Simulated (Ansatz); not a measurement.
SnSe2 (CdI2 type)

```yaml
crystal:
  lattice:
    - [3.84028, 0.00000, 0.00000]
    - [-1.92014, 3.32578, 0.00000]
    - [0.00000, 0.00000, 6.00569]
  atoms:
    - { symbol: Sn, position: [0.00000, 0.00000, 0.00000] }
    - { symbol: Se, position: [0.33333, 0.66667, 0.26533] }
    - { symbol: Se, position: [0.66667, 0.33333, 0.73467] }
```

The slice is a (1 -1 0 0) plane (indices of the conventional cell) through the point (0.333, 0.667, 0.265) (fractional), spanned by u = [110] and v = [001] in vectors of this cell: u (3.84 Å) and v (6.01 Å, at 90° to u). It covers one period; positions are fractions (u, v).

Computed with PBE-D3(BJ) (plane waves to 420 eV, PAW, scalar-relativistic; Ansatz, a program for electronic structure). k mesh 10×10×6. These are valence fields of a PAW run, semicore shells included where kept as valence: close to a nucleus they are smooth pseudo fields. SnSe2 was relaxed with its symmetry unable to fall.

**Question.** Sketch the electron localisation function (ELF) on this plane as a map.

**Answer.** 
```
|xxxxxx##%%%%%%**--......--**%%%%%%##xxxx|
|xxxx**%%@@%%##**--::..::--**##%%@@%%**xx|
|**##%%%%%%%%##++--::::::--++##%%%%%%%%##|
|%%%%%%%%%%##**==--::::::--==**##%%%%%%%%|
|##%%%%%%##**++----::::::----++**##%%%%%%|
|######****++==--::::::::::--==++****####|
|++++++++==----::::::::::::::----==++++++|
|--------::::::::::::::::::::::::::------|
|..........::::::::::::::::::::::........|
|        ..::::--------------::::..      |
|        ..::--------==--------::..      |
|        ..::--==++++++++++==--::..      |
|        ..--==++**######**++==--..      |
|        ..--++**##%%%%%%##**++--..      |
|        ::==++##%%%%%%%%%%##++==::      |
|        ::==**##%%%%%%%%%%##**==::      |
|        ::==**##%%%%%%%%%%##**==::      |
|        ::==**##%%%%%%%%%%##**==::      |
|        ..--++##%%%%%%%%%%##++--..      |
|        ..::++**##%%%%%%##**++::..      |
|          ..--++**######**++--..        |
|            ..--++******++--..          |
|......        ..::--==--::..        ....|
|++++==::..        ......        ..::==++|
|%%%%##**--..                  ..--**##%%|
|@@@@@@%%##==::              ::==##%%@@@@|
|@@@@@@@@%%##==..          ..==##%%@@@@@@|
|@@@@@@@@@@%%**--..      ..--**%%@@@@@@@@|
|%%%%@@@@@@%%##++::      ::++##%%@@@@@@%%|
|xxxx##@@@@%%%%**::      ::**%%%%@@@@##xx|
|xxxxxx%%@@%%%%**--      --**%%%%@@%%xxxx|
|xxxxxx##@@%%%%**--..  ..--**%%%%@@##xxxx|
```
Scale: ten equal steps from 0.02 (start of ' ') to 0.86 (end of '@'), in the order ' .:-=+*#%@'. Values: electron localisation function (ELF). The map has 20 points along u (two characters each, u = 0 at the left) and 32 along v (v = 0 in the bottom row). Points within 0.5 Å of a nucleus are blanked (x), as the pseudised field means little there.
